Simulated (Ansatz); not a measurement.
Space group P-4m2 (No. 115). a = 3.901 Å, b = 3.901 Å, c = 11.028 Å, α = 90.00°, β = 90.00°, γ = 90.00°
```csv
atom,site,symmetry,x,y,z
Zn,2g,2mm.,0.5000,0.0000,0.8785
Zn,2g,2mm.,0.5000,0.0000,0.3649
Se,1d,-4m2,0.0000,0.0000,0.5000
S,1a,-4m2,0.0000,0.0000,0.0000
S,2f,2mm.,0.5000,0.5000,0.2432
```

Equation of state of this Zn₄SeS₃ structure (not necessarily the ground state), with shape and atoms relaxed at each volume where symmetry leaves them free. The calculation used DFT PBE, scalar-relativistic, plane waves, PAW (Ansatz 0.2.0).

Plane waves to 420 eV, a k mesh through Γ of 8×8×4 on the computed 8-atom cell and Gaussian smearing (0.02 eV); no spin polarisation.

```json
{"V (Å³/atom)": "18.456", "E − E(largest V) (meV/atom)": "42.15", "P (GPa)": "11.21", "gap on mesh (eV)": "2.23"}
{"V (Å³/atom)": "19.085", "E − E(largest V) (meV/atom)": "5.25", "P (GPa)": "7.68", "gap on mesh (eV)": "2.09"}
{"V (Å³/atom)": "19.715", "E − E(largest V) (meV/atom)": "-18.85", "P (GPa)": "4.69", "gap on mesh (eV)": "1.96"}
{"V (Å³/atom)": "20.344", "E − E(largest V) (meV/atom)": "-32.14", "P (GPa)": "2.15", "gap on mesh (eV)": "1.82"}
{"V (Å³/atom)": "20.973", "E − E(largest V) (meV/atom)": "-36.25", "P (GPa)": "0.00", "gap on mesh (eV)": "1.70"}
{"V (Å³/atom)": "21.602", "E − E(largest V) (meV/atom)": "-32.58", "P (GPa)": "-1.82", "gap on mesh (eV)": "1.58"}
{"V (Å³/atom)": "22.231", "E − E(largest V) (meV/atom)": "-22.29", "P (GPa)": "-3.37", "gap on mesh (eV)": "1.46"}
{"V (Å³/atom)": "23.070", "E − E(largest V) (meV/atom)": "0.00", "P (GPa)": "-5.08", "gap on mesh (eV)": "1.32"}
```

Problem. Fit a third-order Birch–Murnaghan equation, E = E0 + (9V0B0/16)·[(x − 1)³B0' + (x − 1)²(6 − 4x)] with x = (V0/V)^(2/3), to E(V).

Solution. V0 = 20.97 Å³/atom, B0 = 66 GPa, B0' = 4.5.

The cell was found from a structure generator's guess, not taken from experiment.
